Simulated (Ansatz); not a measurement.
Relaxed-ion elastic tensor of C in space group I4/mmm (No. 139; C on 8h) in GPa (Voigt order), plane-wave PAW r²SCAN (Ansatz code); density 3.35 g/cm³, 5.96 Å³ per atom.

```
 972   177  53.5   0.0   0.0   0.0
 177   972  53.5   0.0   0.0   0.0
53.5  53.5  1250   0.0   0.0   0.0
 0.0   0.0   0.0   472   0.0   0.0
 0.0   0.0   0.0   0.0   472   0.0
 0.0   0.0   0.0   0.0   0.0   337
```

### Question
Is the crystal mechanically stable?

### Answer
Yes: the smallest eigenvalue of C is 337 GPa.

### Question
Work out the Voigt, Reuss and Hill averages.

### Answer
K_V = 418, K_R = 416, K_H = 417; G_V = 450, G_R = 436, G_H = 443 GPa.

### Question
Give Young's modulus, Poisson's ratio, Pugh's ratio and the universal anisotropy index.

### Answer
E = 9KG/(3K + G) = 981 GPa; ν = 0.11; K/G = 0.94 (brittle by the Pugh limit of 1.75); A_U = 5G_V/G_R + K_V/K_R − 6 = 0.17.

### Question
Estimate the sound speeds and the Debye temperature.

### Answer
v_l = √((K + 4G/3)/ρ) = 17300 m/s, v_t = √(G/ρ) = 11500 m/s, mean 12600 m/s; Θ = (h/k)(3n/4πV)^(1/3) v_m = 2070 K.

### Question
Solve the Christoffel equation for the three sound speeds along x, y, z.

### Answer
Eigenvalues of C_ijkl n_j n_l equal ρv². In km/s, slowest first: x 10.04, 11.88, 17.04; y 10.04, 11.88, 17.04; z 11.88, 11.88, 19.30.

### Question
How much does each axis shrink under pressure?

### Answer
Linear compressibilities β_i = Σ_j S_ij (j = 1 to 3): x 0.84, y 0.84, z 0.73 per TPa.

The start of the workflow was typed in or built on a structure type; the Crystallography Open Database copy checked does not list it. It is not the phase usual at ambient conditions (space group No. 194, 227). The r²SCAN relaxation kept the symmetry of its start; whether a distortion lowers the energy is not shown.

Potentials: the later of the program's two PAW sets.
